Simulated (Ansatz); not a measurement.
Relaxed-ion elastic tensor of TiN (rock salt, space group No. 225) in GPa (Voigt order), LDA in the plane-wave PAW code Ansatz; density 5.66 g/cm³, 9.07 Å³ per atom.

```
691  135  135  0.0  0.0  0.0
135  691  135  0.0  0.0  0.0
135  135  691  0.0  0.0  0.0
0.0  0.0  0.0  178  0.0  0.0
0.0  0.0  0.0  0.0  178  0.0
0.0  0.0  0.0  0.0  0.0  178
```

Question: Is the crystal mechanically stable?

Answer: Yes: the smallest eigenvalue of C is 178 GPa.

Question: Work out the Voigt, Reuss and Hill averages.

Answer: K_V = 320, K_R = 320, K_H = 320; G_V = 218, G_R = 208, G_H = 213 GPa.

Question: Give Young's modulus, Poisson's ratio, Pugh's ratio and the universal anisotropy index.

Answer: E = 9KG/(3K + G) = 523 GPa; ν = 0.23; K/G = 1.50 (brittle by the Pugh limit of 1.75); A_U = 5G_V/G_R + K_V/K_R − 6 = 0.24.

Question: Estimate the sound speeds and the Debye temperature.

Answer: v_l = √((K + 4G/3)/ρ) = 10300 m/s, v_t = √(G/ρ) = 6140 m/s, mean 6790 m/s; Θ = (h/k)(3n/4πV)^(1/3) v_m = 970 K.

Question: Give the Zener ratio and Young's modulus along [100], [110] and [111].

Answer: A = 2C44/(C11 − C12) = 0.64; 1/E = S11 − 2(S11 − S12 − S44/2)Γ with Γ = 0, 1/4, 1/3 gives 647, 488, 451 GPa.

Space group Fm-3m (rock salt). The LDA relaxation kept the symmetry of its start. No spin polarisation was allowed. With an odd number of electrons in the cell and no spin polarisation, the count alone makes it a metal. As this level gives no gap, shear constants depend on the k-mesh and smearing (Fermi–Dirac, 0.1 eV here).

Potentials: the earlier of the program's two PAW sets. The files were generated under PBE; for other functionals the program regenerates the frozen cores, and for LDA and PBEsol the local potential too.
